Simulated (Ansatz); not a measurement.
**C under strain**

Method: DFT r2SCAN, scalar-relativistic, plane waves, PAW in Ansatz. Settings: 500 eV cutoff, 24×24×8 k-mesh, Gaussian smearing of 0.10 eV, no spin polarisation.

The relaxed crystal:

```
CELL_PARAMETERS angstrom
2.45581 0.00000 0.00000
-1.22790 2.12679 0.00000
0.00000 0.00000 7.03642
ATOMIC_POSITIONS crystal
C 0.00000 0.00000 0.25000
C 0.00000 0.00000 0.75000
C 0.33333 0.66667 0.25000
C 0.66667 0.33333 0.75000
```

Deformation: shear that moves c along a by the strain times its height over the a-b plane, the cell held and the atoms relaxed, all within the symmetry that the strain leaves. Energies are extrapolated to zero smearing. Stress is positive in compression, on the Cartesian axes of the cell above.

```tsv
strain (%)	ΔE (meV/atom)	a (Å)	b (Å)	c (Å)	σxx (GPa)	σyy (GPa)	σzz (GPa)	σyz (GPa)	σxz (GPa)	σxy (GPa)
+0.0	0.0	2.456	2.456	7.036	0.02	0.02	0.06	0.00	0.00	0.00
+1.5	0.0	2.456	2.456	7.037	0.02	0.02	0.07	0.00	-0.03	0.00
+3.0	0.0	2.456	2.456	7.040	0.02	0.02	0.08	0.00	-0.07	0.00
+4.5	0.1	2.456	2.456	7.044	0.01	0.02	0.09	0.00	-0.10	0.00
+6.0	0.2	2.456	2.456	7.049	0.01	0.01	0.11	0.00	-0.13	0.00
+9.0	0.5	2.456	2.456	7.065	-0.01	0.01	0.17	0.00	-0.20	0.00
```